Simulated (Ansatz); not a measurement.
A relaxed cell of AlGa5As6 is given with its symmetry left out. The cell was found from a structure generator's guess, not taken from experiment.

The calculation used DFT PBE, scalar-relativistic, plane waves, PAW in Ansatz 0.2.0. Cutoff 420 eV, Γ-centred mesh, Gaussian smearing, no spin polarisation.

```
Al Ga As
1.0
     4.06149    0.00000    0.00000
     0.00000    4.06149    0.00000
     0.00000    0.00000   17.21926
Al Ga As
1 5 6
Direct
  0.00000 0.00000 0.50000
  0.00000 0.00000 0.83317
  0.50000 0.50000 0.00000
  0.00000 0.00000 0.16683
  0.50000 0.50000 0.33359
  0.50000 0.50000 0.66641
  0.50000 0.00000 0.91658
  0.00000 0.50000 0.08342
  0.50000 0.00000 0.25020
  0.00000 0.50000 0.41733
  0.50000 0.00000 0.58268
  0.00000 0.50000 0.74980
```

Formation energies are uncorrected and refer to the elements' standard structures at the same level.

Problem. Find its symmetry and describe it.

Solution. P-4m2 (No. 115), with Al and Ga ordered on zinc blende sites. Conventional cell: a = 4.061 Å, c = 17.219 Å. Around Al lie 4 As at 2.48 Å; Ga on a site of symmetry 2mm is surrounded by 4 As at 2.49 Å; Ga on a site of symmetry -4m2 is surrounded by 4 As at 2.49 Å; around As on its first site lie 4 Ga at 2.49 Å; 3 more sites not described.

Problem. How far does it lie from the elements in energy?

Solution. −0.374 eV/atom. Whether it is stable depends on the other phases of the system, which aren't compared here.

Problem. Is it a metal?

Solution. No, the gap on the 10×10×2 mesh is 0.40 eV.

The last run used a 10×10×2 mesh (in the run's order of axes) for its 12-atom cell and Gaussian smearing of 0.02 eV. Kohn–Sham gaps at this level usually fall short of measured ones. The reference form of As is held partly by dispersion forces, which this level lacks. A later test with randomly moved atoms came back to the same energy, though modes that don't fit the test's cell weren't probed.
